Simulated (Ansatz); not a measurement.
Total density of states per atom from the program Ansatz at the r²SCAN level (PAW), in 0.25 eV bins, energy from the Fermi level:

(E (eV), states/eV/atom): (-7.85, 0.00); (-7.60, 0.00); (-7.35, 0.00); (-7.10, 0.00); (-6.85, 0.00); (-6.60, 0.07); (-6.35, 0.56); (-6.10, 0.41); (-5.85, 0.54); (-5.60, 0.32); (-5.35, 0.17); (-5.10, 0.25); (-4.85, 0.71); (-4.60, 0.42); (-4.35, 0.18); (-4.10, 0.20); (-3.85, 0.24); (-3.60, 0.27); (-3.35, 0.29); (-3.10, 0.43); (-2.85, 0.61); (-2.60, 0.81); (-2.35, 0.57); (-2.10, 0.69); (-1.85, 0.78); (-1.60, 0.78); (-1.35, 0.89); (-1.10, 0.88); (-0.85, 0.59); (-0.60, 0.23); (-0.35, 0.09); (-0.10, 0.02); (0.15, 0.02); (0.40, 0.05); (0.65, 0.21); (0.90, 0.70); (1.15, 0.37); (1.40, 0.35); (1.65, 0.65); (1.90, 0.62); (2.15, 0.67); (2.40, 0.80); (2.65, 0.69); (2.90, 0.61); (3.15, 0.65); (3.40, 0.42); (3.65, 0.64); (3.90, 0.66); (4.15, 0.73); (4.40, 0.62); (4.65, 0.54)

Problem. Pick the material that matches.
(A) InP, NiAs type
(B) GaSb, rock salt
(C) InSb, P6_222 (In on 3d, Sb on 3c)
(D) InP, P6_222 (In on 3d, P on 3c)

Solution. C, InSb, P6_222 (In on 3d, Sb on 3c). Within 0.5 eV of the Fermi level: Sb 5p 55 %, In 5p 24 %, In 5s 13 %, Sb 5s 6 %. Projections are on Löwdin-orthogonalised atomic valence shells; empty p or d shells of many metals are not among them.

The start of the workflow was typed in or built on a structure type; neither database checked (COD, Materials Project) lists it. It is not the phase usual at ambient conditions (space group No. 216). The cell was relaxed with r²SCAN under the symmetry of its start; whether a distortion lowers the energy is not shown. Scalar-relativistic: spin–orbit coupling is off unless named, which matters more the heavier the elements.

Potentials: the earlier of the program's two PAW sets.
